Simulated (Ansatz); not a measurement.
A plane-wave DFT run in Ansatz 0.2.0 (scalar-relativistic PAW potentials unless the input names others): input and command.

```yaml
crystal:
  lattice:
    - [3.6626673931, 0.0, 0.0]
    - [0.0, 3.6626673931, 0.0]
    - [0.0, 0.0, 3.6626673931]
  atoms:
    - { symbol: Fe, position: [0.0, 0.5, 0.5], spin: 3.0 }
    - { symbol: Fe, position: [0.5, 0.5, 0.0], spin: 3.0 }
    - { symbol: Fe, position: [0.5, 0.0, 0.5], spin: 3.0 }
    - { symbol: Ge, position: [0.0, 0.0, 0.0], spin: -0.15 }
basis:
  ecutwfc: 500
kpoints:
  mp_grid: { grid: [12, 12, 12] }
hamiltonian:
  xc: lda
scf:
  occupations: { method: cold, width: 0.025 }
output:
  forces: true
  eigenvalues: true
  stress: true
magnetization:
  spin_polarized: true
```

```bash
ansatz run input.yaml --threads 1 --pin off --max-ram 2560MiB --backend cpu --events-out ev --progress --plain --runs-dir out
```

Abridged log:
```
Basis set: ecut = 500 eV, 1237 PW (Γ)
Bands: 43, of which v1, the nominal top of the filled ones, is band 31 counted from 1 (30 counted from 0)
Symmetry: 48 space group operations
k-points: 84 of 1728
SCF iter   1: F=—  HF=-17473.562438 eV  |F-HF|=—  |Δ(HF+E_count)|=         —  Δρ=1.00e-1 (↑1.00e-1 ↓4.48e-2) dr2=2.62e0  dr2_m=1.79e0  M=6.224 μB ∫|m|=6.531 μB  β_m=0.30  ethr=3.10e-3  ⟨swp⟩=5.2  Hψ=24292  notcnv=0
Mixer restart at iter 1: flushing history
spin=Collinear: Kerker preconditioning applied to the charge; magnetization (m = ρ↑ − ρ↓) channel mixes plain (no charge-response kernel on spin).
SCF iter   2: F=—  HF=-17473.425346 eV  |F-HF|=—  |Δ(HF+E_count)|=   1.37e-1  Δρ=4.49e-2 (↑4.49e-2 ↓3.55e-2) dr2=6.57e-1  dr2_m=5.89e-1  M=6.376 μB ∫|m|=6.717 μB  β_m=0.44  ethr=3.10e-3  ⟨swp⟩=2.5  Hψ=11092  notcnv=0  defer=645
SCF iter   3: F=—  HF=-17475.124678 eV  |F-HF|=—  |Δ(HF+E_count)|=    1.70e0  Δρ=1.95e-2 (↑1.39e-2 ↓1.95e-2) dr2=2.59e-1  dr2_m=9.56e-2  M=6.347 μB ∫|m|=6.713 μB  β_m=0.62  ethr=1.06e-3  ⟨swp⟩=2.7  Hψ=9975  notcnv=0  defer=642
SCF iter   4: F=—  HF=-17475.764650 eV  |F-HF|=—  |Δ(HF+E_count)|=   6.40e-1  Δρ=6.41e-3 (↑6.06e-3 ↓6.41e-3) dr2=1.12e-1  dr2_m=4.20e-4  M=6.298 μB ∫|m|=6.677 μB  β_m=0.81  ethr=4.18e-4  ⟨swp⟩=2.9  Hψ=11591  notcnv=0  defer=647
SCF iter   5: F=—  HF=-17475.735551 eV  |F-HF|=—  |Δ(HF+E_count)|=   2.91e-2  Δρ=3.90e-3 (↑3.90e-3 ↓3.76e-3) dr2=1.68e-2  dr2_m=4.87e-5  M=6.270 μB ∫|m|=6.639 μB  β_m=0.77  ethr=1.81e-4  ⟨swp⟩=2.4  Hψ=11424  notcnv=0  defer=653
SCF iter   6: F=—  HF=-17475.742432 eV  |F-HF|=—  |Δ(HF+E_count)|=   6.88e-3  Δρ=2.34e-3 (↑1.79e-3 ↓2.34e-3) dr2=5.06e-3  dr2_m=6.09e-5  M=6.293 μB ∫|m|=6.661 μB  β_m=0.89  ethr=2.71e-5  ⟨swp⟩=2.1  Hψ=12284  notcnv=0  defer=656
SCF iter   7: F=—  HF=-17475.744479 eV  |F-HF|=—  |Δ(HF+E_count)|=   2.05e-3  Δρ=1.12e-3 (↑1.12e-3 ↓2.43e-4) dr2=5.53e-4  dr2_m=1.19e-4  M=6.319 μB ∫|m|=6.689 μB  β_m=0.94  ethr=8.16e-6  ⟨swp⟩=3.0  Hψ=13638  notcnv=0  defer=656
SCF iter   8: F=—  HF=-17475.744426 eV  |F-HF|=—  |Δ(HF+E_count)|=   5.36e-5  Δρ=3.61e-4 (↑3.61e-4 ↓1.72e-4) dr2=2.11e-5  dr2_m=2.81e-5  M=6.321 μB ∫|m|=6.690 μB  β_m=0.97  ethr=8.93e-7  ⟨swp⟩=2.4  Hψ=10150  notcnv=0  defer=656
SCF iter   9: F=—  HF=-17475.743803 eV  |F-HF|=—  |Δ(HF+E_count)|=         —  Δρ=1.63e-4 (↑1.63e-4 ↓1.32e-4) dr2=2.43e-6  dr2_m=8.66e-6  M=6.325 μB ∫|m|=6.694 μB  β_m=0.97  ethr=3.40e-8  ⟨swp⟩=2.3  Hψ=10804  notcnv=0  defer=656
Mixer restart at iter 9: flushing history
iteration 9: the input's own smearing fills from here on; a Gaussian of 0.025 eV has filled iterations ahead of it
SCF iter  10: F=—  HF=-17475.743806 eV  |F-HF|=—  |Δ(HF+E_count)|=   2.89e-6  S|Δr|=    0.00e0  Δρ=1.23e-4 (↑2.79e-5 ↓1.23e-4) dr2=6.57e-6  dr2_m=1.42e-6  M=6.326 μB ∫|m|=6.696 μB  β_m=0.99  ethr=3.92e-9  ⟨swp⟩=2.0  Hψ=11785  notcnv=0  defer=656
SCF iter  11: F=—  HF=-17475.743810 eV  |F-HF|=—  |Δ(HF+E_count)|=   3.82e-6  S|Δr|=    0.00e0  Δρ=1.74e-4 (↑1.74e-4 ↓8.25e-5) dr2=2.09e-5  dr2_m=9.93e-7  M=6.327 μB ∫|m|=6.696 μB  β_m=0.65  ethr=3.92e-9  ⟨swp⟩=2.2  Hψ=11868  notcnv=0  defer=656  recentre
SCF iter  12: F=—  HF=-17475.743805 eV  |F-HF|=—  |Δ(HF+E_count)|=   4.87e-6  S|Δr|=    0.00e0  Δρ=1.74e-5 (↑1.16e-5 ↓1.74e-5) dr2=4.10e-8  dr2_m=8.93e-8  M=6.327 μB ∫|m|=6.697 μB  β_m=0.76  ethr=1.61e-10  ⟨swp⟩=8.1  Hψ=38520  notcnv=0
SCF iter  13: F=-17475.743805 eV  HF=-17475.743805 eV  |F-HF|=1.82e-8  |Δ(HF+E_count)|=   9.89e-9  S|Δr|=    0.00e0  Δρ=3.52e-6 (↑3.52e-6 ↓3.03e-6) dr2=6.99e-9  dr2_m=1.46e-9  M=6.327 μB ∫|m|=6.697 μB  ethr=6.61e-11  ⟨swp⟩=3.5  Hψ=18918  notcnv=0
SCF 1 converged in 13 iterations: F = -17475.743805 eV  dr2 = 6.99e-9
this state was not tested for a lower state beside it, because cold or Methfessel-Paxton smearing, or corrected tetrahedra, fill the levels in a way that the test cannot read (fill_not_monotonic; see scf.lower_state_search)
SCF converged after 13 iterations
Magnetization: 6.3273 μB (34.1636 up, 27.8364 down)
Absolute magnetization: 6.6988 μB (∫|ρ↑−ρ↓|, with the PAW one-centre terms)
Spin contamination: 0.0913 ħ² per cell (⟨S²⟩ above its minimum at these occupations)
Per-site moments (μB) at R_I (Å): [(2.14917632, 1.06833249), (2.14917632, 1.06833249), (2.14917632, 1.06833249), (-0.10029071, 1.06833249)]
Free energy (F): -17475.743805 eV
Harris-Foulkes:  -17475.743805 eV  (|F-HF|=1.82e-8)
Internal energy: -17475.743645 eV  (E = F + TS)
E sigma→0 (E₀):  -17475.743752 eV
Entropy (-TS):   -0.000160 eV (-0.040 meV/atom)
Fermi energy:    17.327093 eV
--- Forces (eV/Å), atoms counted from 1 ---
  atom   1  Fe     0.00000000     0.00000000     0.00000000
  atom   2  Fe     0.00000000     0.00000000     0.00000000
  atom   3  Fe     0.00000000     0.00000000     0.00000000
  atom   4  Ge     0.00000000     0.00000000     0.00000000
--- Stress (GPa, compression-positive) ---
      -18.550461       0.000000       0.000000
        0.000000     -18.550461       0.000000
        0.000000       0.000000     -18.550461
  P = ⅓ Tr σ = -18.5505 GPa (-185.505 kbar)
```

Apart from outputs and empty bands, the input differs from a reference run on usual settings in scf.occupations.method: "gaussian" → "cold"; scf.occupations.width: 0.1 → 0.025; hamiltonian.xc: "r2scan" → "lda". The reference, at the same geometry, gave pressure 0.00 GPa, largest force 0.000 eV/Å, no gap on the mesh. This run converged in 13 SCF iterations with a total energy on another zero, pressure -18.55 GPa, largest force 0.000 eV/Å, no gap on the mesh.

The run took 38 s on 1 thread of Arm Neoverse V2, on a shared host, peak memory 0.61 GiB.